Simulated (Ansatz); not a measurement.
Space group P-3m1 (No. 164). a = 2.795 Å, b = 2.795 Å, c = 6.876 Å, α = 90.00°, β = 90.00°, γ = 120.00°
```json
{"atom": "Al", "site": "2d", "symmetry": "3m.", "x": "0.3333", "y": "0.6667", "z": "0.3303"}
{"atom": "Zn", "site": "1a", "symmetry": "-3m.", "x": "0.0000", "y": "0.0000", "z": "0.0000"}
```

Equation of state of this Al2Zn structure (not necessarily the ground state), with shape and atoms relaxed at each volume where symmetry leaves them free. It has no gap at any of these volumes. Computed with Ansatz, DFT r2SCAN, scalar-relativistic, plane waves, PAW.

Settings: cutoff 500 eV, Γ-centred mesh 18×18×6 on the computed 3-atom cell, Gaussian smearing of 0.10 eV; no spin polarisation.

| V (Å³/atom) | E − E(largest V) (meV/atom) | P (GPa) |
| --- | --- | --- |
| 14.581 | 3.68 | 6.44 |
| 15.046 | -9.81 | 2.95 |
| 15.511 | -13.97 | 0.01 |
| 15.977 | -10.29 | -2.48 |
| 16.442 | 0.00 | -4.56 |

**Question.** Fit a third-order Birch–Murnaghan equation to E(V).

**Answer.** V0 = 15.51 Å³/atom, B0 = 90 GPa, B0' = 4.7.

Cost: 5 runs of about 5 core-minutes in all, on AMD EPYC 7R13 Processor (Zen 3) (shared hosts).